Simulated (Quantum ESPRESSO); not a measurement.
Mg$_{4}$Se$_{3}$O (made-up cell) (calculated)

All values are calculated (Quantum ESPRESSO 7.5). Calculation on a made-up crystal cell, not a measurement: periodic Kohn-Sham density functional theory in plane waves with PseudoDojo standard norm-conserving scalar-relativistic pseudopotentials, each functional with its own files (v0.5 for PBE, v0.4.1 for LDA and PBEsol), no spin polarisation, no spin-orbit coupling, atoms not relaxed, stress positive in tension, energies less a fixed whole-eV offset for each atom's element; levels are Kohn-Sham levels at fractions of this cell's reciprocal vectors, counted from the reference band (half the neutral cell's valence electrons, rounded up) at Gamma; error bars cover cutoff and k-mesh only, not smearing or the files; added strain carries the atoms with the cell, and shear is the tensor component; each bar is the largest change over components, and at least 0.002 eV, 0.002 eV per angstrom or 0.02 GPa; energies are for the whole cell, and the offsets were chosen from early runs and are not element reference energies.

```xyz
8
Lattice="5.7298 -0.0076 0.0244 -0.0076 5.6972 -0.0273 0.0244 -0.0273 5.5627" Properties=species:S:1:pos:R:3 formula=Mg4Se3O lattice_type=zincblende/diamond functional=pbe cutoff=1170 fermi_dirac_smearing=0.025 scf_tolerance=1e-07 electrons_removed=0 k_mesh=4_x_4_x_4,shifted_by_half_a_step free_energy_less_offsets=0.6373 smearing_term_minus_ts=0 scf_iterations=11 pressure=3.642 stress_xx=-3.326 stress_yy=-3.501 stress_zz=-4.099 stress_yz=-2.355 stress_xz=-0.7194 stress_xy=-1.213 reference_band=47 error_bar_energy=0.003234 error_bar_stress=0.02 error_bar_force=0.004867 error_bar_next_band_up=0.002 error_bars_from=tighter_rerun_of_a_related_cell
Mg    -0.0850    -0.0222    -0.0017
Mg     0.0209     2.8991     2.8168
Mg     2.8744     0.0244     2.7913
Mg     2.7770     2.7751     0.1316
Se     1.3897     1.4109     1.3651
Se     1.2998     4.2249     4.2487
Se     4.2179     1.3303     4.2114
O      4.3570     4.3082     1.4533
```

Units: cutoff, fermi_dirac_smearing, scf_tolerance, free_energy_less_offsets, smearing_term_minus_ts, error_bar_energy, error_bar_next_band_up in eV; pressure, stress_xx, stress_yy, stress_zz, stress_yz, stress_xz, stress_xy, error_bar_stress in GPa; error_bar_force in eV/Å.

Atoms:
```
atoms element  atom site  atom energy offset (eV)
           Mg          1                    -1617
           Mg          2                    -1617
           Mg          3                    -1617
           Mg          4                    -1617
           Se          5                    -3300
           Se          6                    -3300
           Se          7                    -3300
            O          8                     -452
```

Forces:
```
site  x (eV/Å)  y (eV/Å)   z (eV/Å)
   1    -1.674    -1.048      1.949
   2     -2.14    0.4682     -1.684
   3    0.5375    -2.167     -1.371
   4      1.95     2.201  -0.008243
   5   -0.7733   -0.7263     0.9599
   6      1.81    0.1854   -0.05561
   7    0.5534     1.085     0.1725
   8   -0.2627  0.002026    0.03727
```

Levels:
```
level k point  next band up (eV)
        Gamma              2.152
(1/2,1/2,1/2)              3.267
   (0.15,0,0)              2.491
   (0,0.15,0)              2.495
   (0,0,0.15)              2.524
```
